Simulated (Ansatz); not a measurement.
Input:

B:
```cif
data_B8
_chemical_formula_sum 'B8'
_space_group_name_H-M_alt 'I4132'
_space_group_IT_number 214
_space_group_name_Hall 'I 4bd 2c 3'
_cell_length_a 4.63264
_cell_length_b 4.63264
_cell_length_c 4.63264
_cell_angle_alpha 90.000
_cell_angle_beta 90.000
_cell_angle_gamma 90.000
loop_
_atom_site_label
_atom_site_type_symbol
_atom_site_symmetry_multiplicity
_atom_site_Wyckoff_symbol
_atom_site_fract_x
_atom_site_fract_y
_atom_site_fract_z
_atom_site_occupancy
B1 B 8 a 0.12500 0.12500 0.12500 1
```
(The calculation used a cell of 4 atoms; values per cell refer to that cell.)

This is the PBEsol-relaxed structure.

Problem. All from plane-wave PAW PBEsol (Ansatz code), unless another level is named. Estimate the hole effective mass.

Solution. 0.54, 0.54, 1.1 mₑ (principal values).

Problem. What about the HSE06 gap on the PBEsol cell?

Solution. 2.42 eV.

Problem. Next, the electron effective mass?

Solution. 0.56, 0.56, 2.7 mₑ (principal values).

Problem. Predict the band gap.

Solution. 1.41 eV (indirect).

Problem. Predict the valence-band maximum.

Solution. on the P–H line, 17 % of the way from P.

Space group I4_132. The start of the workflow was typed in or built on a structure type; neither database checked (COD, Materials Project) lists it. It is not the phase usual at ambient conditions (space group No. 166). The PBEsol relaxation kept the symmetry of its start; phonons show weakly imaginary modes.

Potentials: the earlier of the program's two PAW sets. The files were generated under PBE; for other functionals the program regenerates the frozen cores, and for LDA and PBEsol the local potential too.
